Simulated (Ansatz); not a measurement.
A (010) slab of Ga (Cmce (No. 64)), 6 planes, outer planes Ga (top) and Ga (bottom), with 12 atoms (Ga12) in a surface cell of A = 19.605 Å², as cut from the bulk:

```xyz
12
Lattice="4.4167 0.0000 0.0000 0.0000 4.4390 0.0000 0.0000 0.0000 23.9001" Properties=species:S:1:pos:R:3 pbc="T T T"
Ga    2.2083    4.0645    7.5000
Ga    0.0000    2.5939    7.5000
Ga    2.2083    1.8450    8.9082
Ga    0.0000    0.3745    8.9082
Ga    0.0000    4.0645   11.2459
Ga    2.2083    2.5939   11.2459
Ga    0.0000    1.8450   12.6542
Ga    2.2083    0.3745   12.6542
Ga    2.2083    4.0645   14.9919
Ga    0.0000    2.5939   14.9919
Ga    2.2083    1.8450   16.4001
Ga    0.0000    0.3745   16.4001
```

Theory: Ansatz 0.2.0, DFT LDA, scalar-relativistic, plane waves, PAW. Settings: cutoff 420 eV, Γ-centred mesh 8×8×1 on the computed 12-atom cell, Gaussian smearing of 0.10 eV; no spin polarisation. The cell repeats along c with a dipole correction in the vacuum.

Against the same 12 atoms in the bulk, the slab as cut lies 2.860 eV higher and the relaxed slab 2.768 eV higher.

Problem. Work out the surface energy before and after relaxation.

Solution. The slab has two faces, so γ = (E_slab − N·E_bulk)/(2A), the mean of both. As cut: 2.860/(2 × 19.605) = 0.0729 eV/Å², and 1 eV/Å² = 16.02 J/m², so γ = 1.17 J/m². Relaxed: 2.768/(2 × 19.605) = 0.0706 eV/Å² = 1.13 J/m². Relaxation recovers 3 % of the cost of cutting.

Problem. What is the ideal work of this cut, per area?

Solution. Griffith's ideal work is 2γ: 2.34 J/m² if the new faces stay rigid, 2.26 J/m² if they relax. Other cuts parallel to this plane can cost less. One thickness was run, 6 planes, so γ can still shift with it.